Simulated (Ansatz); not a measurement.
Two Ansatz runs on PtPb

Structure from Materials Project entry mp-1066274 (possibly hypothetical), not relaxed further.

First run: DFT, r2SCAN, PAW with Ansatz's default frozen-core files, scalar-relativistic (Ansatz 0.2.0).

Command: `ansatz run input.yaml --threads 1 --pin off --max-ram 4096MiB --backend cpu --events-out ev --progress --plain --runs-dir out` The run took about 69 s on 1 thread of a shared machine.

```yaml
crystal:
  lattice:
    - [4.327082466, 0.0, 0.0]
    - [-2.163541233, 3.7473633398, 0.0]
    - [0.0, 0.0, 5.52478765]
  atoms:
    - { symbol: Pt, position: [0.0, 0.0, 0.5] }
    - { symbol: Pt, position: [0.0, 0.0, 0.0] }
    - { symbol: Pb, position: [0.3333333333, 0.6666666667, 0.25] }
    - { symbol: Pb, position: [0.6666666667, 0.3333333333, 0.75] }
kpoints:
  mp_grid: { grid: [9, 9, 6] }
  band_path:
    path:
      - [0.0, 0.0, 0.0]
      - [0.5, 0.0, 0.0]
      - [0.3333333333, 0.3333333333, 0.0]
      - [0.0, 0.0, 0.0]
      - [0.0, 0.0, 0.5]
      - [0.5, 0.0, 0.5]
      - [0.3333333333, 0.3333333333, 0.5]
      - [0.0, 0.0, 0.5]
      - [0.5, 0.0, 0.5]
    npoints: 14
scf:
  occupations: { method: fermi_dirac, width: 0.05 }
hamiltonian:
  xc: r2scan
  pseudopotentials: { kind: paw }
output:
  forces: true
  stress: true
  eigenvalues: true
  efg: { contact_densities: true }
  populations: true
  bader: true
  dos: { projected: true, de: 0.2, e_range: [-14, 8] }
  write_density: true
  write_potential: true
  elf: true
  volumetric_format: npy
```

Result: converged; pressure -0.44 GPa; no gap on the k mesh; 6 SCF iterations.

No spin–orbit coupling, which matters for the heavy atoms here.

The input is then changed:

```diff
@@ -24,5 +24,6 @@
     npoints: 14
 scf:
-  occupations: { method: fermi_dirac, width: 0.05 }
+  occupations: { method: methfessel_paxton, width: 0.01 }
+  algorithm: density_mixing
 hamiltonian:
   xc: r2scan
@@ -34,9 +35,3 @@
   efg: { contact_densities: true }
   populations: true
-  bader: true
-  dos: { projected: true, de: 0.2, e_range: [-14, 8] }
-  write_density: true
-  write_potential: true
-  elf: true
-  volumetric_format: npy
```

(1) What does the second run give?

## Answers

(1) It converged; energy at zero smearing +0.1 meV/atom from the first run; pressure -0.42 GPa; no gap on the k mesh; 7 SCF iterations.
